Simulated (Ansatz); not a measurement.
Given:

In$_{2}$Rh$_{3}$S$_{2}$:
```cif
data_In6Rh9S6
_chemical_formula_sum 'In6 Rh9 S6'
_space_group_name_H-M_alt 'R-3m :H'
_space_group_IT_number 166
_space_group_name_Hall '-R 3 2"'
_cell_length_a 5.63442
_cell_length_b 5.63442
_cell_length_c 13.60429
_cell_angle_alpha 90.000
_cell_angle_beta 90.000
_cell_angle_gamma 120.000
loop_
_atom_site_label
_atom_site_type_symbol
_atom_site_symmetry_multiplicity
_atom_site_Wyckoff_symbol
_atom_site_fract_x
_atom_site_fract_y
_atom_site_fract_z
_atom_site_occupancy
In1 In 3 a 0.00000 0.00000 0.00000 1
In2 In 3 b 0.00000 0.00000 0.50000 1
Rh1 Rh 9 d 0.50000 0.50000 0.50000 1
S1 S 6 c 0.00000 0.00000 0.28495 1
```
(The calculation used a cell of 7 atoms; values per cell refer to that cell.)

This is the r²SCAN-relaxed structure.

Problem. All from r²SCAN (plane waves, PAW; program Ansatz), unless another level is named. Give the electronic character.

Solution. metallic (no gap).

Problem. Give the density of states at the Fermi level.

Solution. 0.48 states/eV per atom (mean over ±0.08 eV).

Problem. What about the formation energy from the elements (no fitted shifts)?

Solution. -60 kJ/mol of atoms.

The first step of the workflow began from a Materials Project structure, measured or hypothetical; the Crystallography Open Database copy checked does not list it. Whether it is the stable phase at ambient conditions was not checked. Symmetry was held in the r²SCAN relaxation; whether a distortion lowers the energy is not shown. No spin polarisation was allowed. With an odd number of electrons in the cell and no spin polarisation, the count alone makes it a metal. The references are the lowest solids computed at this level, not always the standard phases. Scalar-relativistic: spin–orbit coupling is off unless named, which matters more the heavier the elements.

Potentials: the later of the program's two PAW sets.
